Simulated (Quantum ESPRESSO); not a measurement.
# Planted mistakes on one cell of Ti2TaO5F3

The results below are calculated, not measured. They come from pw.x of Quantum ESPRESSO 7.5, a plane-wave density functional program, with PseudoDojo standard norm-conserving files (v0.5 for PBE, v0.4.1 for LDA and PBEsol). The cells are made up: elements, strain and atom displacements were drawn at random, and nothing was relaxed. There is no spin polarisation, spin-orbit coupling or dispersion term.

The cell has 12 sites of a rutile lattice (two cells along c). Sites 1 to 4 hold Ti Ta empty Ti; sites 5 to 12 hold O O O O O F F F. Cell vectors in Å: (4.845, 0.000, 0.000); (0.000, 4.845, 0.000); (0.000, 0.000, 6.245). Settings: PBE, cutoff 1143 eV, 5 x 5 x 4 k mesh shifted by half a step, Fermi-Dirac smearing of 0.025 eV.

The intended run has a self-consistency threshold of 1e-07 eV, a smearing term of 0.000 eV, a pressure of -14.27 GPa and 21 iterations. Each further run changes one thing: all lengths scaled by 1.0087; atoms of sites 8 and 12 exchanged; cutoff 735 eV; files of PBEsol; k mesh 1 x 1 x 1; one electron added; smearing 0.32 eV; threshold 0.6 eV. A coarse mesh keeps the shift, and a charged cell sits in a uniform background.

| run | change of free energy (eV) | smearing term -TS (eV) | change of P (GPa) | largest change of a force component (eV/Å) | iterations |
| --- | --- | --- | --- | --- | --- |
| A | 7.509 | -0.025 | 16.12 | 0.681 | 21 |
| B | 18.787 | 0.000 | -4.67 | 0.265 | 20 |
| C | -0.191 | 0.000 | -0.18 | 5.448 | 35 |
| D | 0.378 | 0.000 | -2.86 | 0.316 | 22 |
| E | 3.869 | 0.000 | -25.59 | 0.168 | 22 |
| F | 0.353 | 0.000 | -10.02 | 0.236 | 7 |
| G | 0.252 | 0.000 | 0.75 | 0.875 | 21 |
| H | -0.117 | -0.500 | 0.63 | 0.457 | 19 |

A rerun of the intended cell at 1437 eV and k mesh 7 x 7 x 6 moved values by no more than 0.004 eV in the cell's energy, 0.03 GPa in stress and 0.003 eV/Å in force.

Question: which change belongs to which run?

## Worked reading

Run F has the fewest iterations, as a run stopped early does. Run H has the largest smearing term, as wide smearing gives. Run E has a higher energy and the largest fall in pressure, as too small a basis gives. Run D changes the volume by a factor of 1.0263; minus its pressure change over the logarithm of that factor, 110 GPa, is a rough bulk modulus with clamped atoms. Energies from files of another functional, or of a charged cell, have another zero and say nothing on stability; the pressure of a charged cell rests on the program's zero of potential too.

## Key

| run | change |
| --- | --- |
| A | one electron added |
| B | files of PBEsol |
| C | atoms of sites 8 and 12 exchanged |
| D | all lengths scaled by 1.0087 |
| E | cutoff 735 eV |
| F | threshold 0.6 eV |
| G | k mesh 1 x 1 x 1 |
| H | smearing 0.32 eV |